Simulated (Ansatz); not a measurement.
SnPd$_{3}$:
```cif
data_Pd3Sn
_chemical_formula_sum 'Sn1 Pd3'
_space_group_name_H-M_alt 'Pm-3m'
_space_group_IT_number 221
_space_group_name_Hall '-P 4 2 3'
_cell_length_a 3.93837
_cell_length_b 3.93837
_cell_length_c 3.93837
_cell_angle_alpha 90.000
_cell_angle_beta 90.000
_cell_angle_gamma 90.000
loop_
_atom_site_label
_atom_site_type_symbol
_atom_site_symmetry_multiplicity
_atom_site_Wyckoff_symbol
_atom_site_fract_x
_atom_site_fract_y
_atom_site_fract_z
_atom_site_occupancy
Sn1 Sn 1 a 0.00000 0.00000 0.00000 1
Pd1 Pd 3 c 0.00000 0.50000 0.50000 1
```

Relaxed with LDA.

Problem. Which orbitals make up the states near the Fermi level in LDA in the plane-wave PAW code Ansatz?

Solution. Within 0.5 eV of the Fermi level: Pd 4d 80 %, Sn 5p 9 %, outside the projected shells 8 %. Projections are on Löwdin-orthogonalised atomic valence shells; empty p or d shells of many metals are not among them.

Problem. Tabulate the density of states.

Solution. States/eV per cell of 4 atoms, in 0.25 eV bins, energy from the Fermi level.

```csv
E (eV),total,Pd 4d,Sn 5p,Sn 5s
-7.85,0.00,0.00,0.00,0.00
-7.60,0.00,0.00,0.00,0.00
-7.35,0.00,0.00,0.00,0.00
-7.10,0.00,0.00,0.00,0.00
-6.85,0.00,0.00,0.00,0.00
-6.60,0.12,0.03,0.08,0.00
-6.35,0.41,0.11,0.26,0.01
-6.10,0.72,0.23,0.43,0.01
-5.85,1.72,0.73,0.87,0.03
-5.60,2.76,1.39,1.19,0.04
-5.35,2.62,1.59,0.88,0.02
-5.10,3.10,1.90,1.07,0.01
-4.85,4.24,3.28,0.82,0.02
-4.60,6.55,5.83,0.60,0.03
-4.35,7.62,6.77,0.68,0.03
-4.10,6.48,6.02,0.34,0.01
-3.85,6.11,5.66,0.34,0.01
-3.60,5.60,5.05,0.45,0.02
-3.35,6.22,5.72,0.36,0.01
-3.10,7.54,6.94,0.46,0.01
-2.85,5.62,5.14,0.34,0.01
-2.60,4.19,3.74,0.33,0.02
-2.35,4.14,3.87,0.19,0.01
-2.10,7.55,7.24,0.19,0.01
-1.85,11.45,11.08,0.21,0.01
-1.60,6.33,6.02,0.20,0.03
-1.35,7.79,7.04,0.26,0.21
-1.10,5.62,4.84,0.19,0.22
-0.85,3.68,2.84,0.26,0.20
-0.60,4.13,3.26,0.31,0.20
-0.35,4.23,3.45,0.32,0.16
-0.10,1.63,1.43,0.07,0.04
0.15,0.22,0.15,0.06,0.00
0.40,0.62,0.27,0.15,0.00
0.65,0.83,0.41,0.30,0.01
0.90,1.89,0.95,0.77,0.02
1.15,2.46,1.10,1.06,0.06
1.40,1.68,0.62,0.74,0.07
1.65,1.45,0.46,0.65,0.08
1.90,1.33,0.37,0.60,0.08
2.15,1.27,0.32,0.57,0.09
2.40,1.19,0.27,0.53,0.09
2.65,1.15,0.23,0.51,0.09
2.90,1.09,0.20,0.48,0.08
3.15,1.02,0.17,0.44,0.07
3.40,0.96,0.14,0.41,0.05
3.65,0.87,0.12,0.36,0.05
3.90,0.80,0.10,0.32,0.03
4.15,0.79,0.09,0.29,0.03
4.40,0.71,0.07,0.22,0.02
4.65,0.80,0.05,0.19,0.02
```

The first step of the workflow began from a Materials Project structure, measured or hypothetical; the Crystallography Open Database files this formula in space group No. 221, but the cells were not matched. Its standing as an ambient phase is unchecked. The LDA relaxation kept the symmetry of its start; of distortions, only those at the zone centre were tested. No spin polarisation was allowed. Spin–orbit coupling is left out wherever it is not named.

Potentials: the later of the program's two PAW sets.
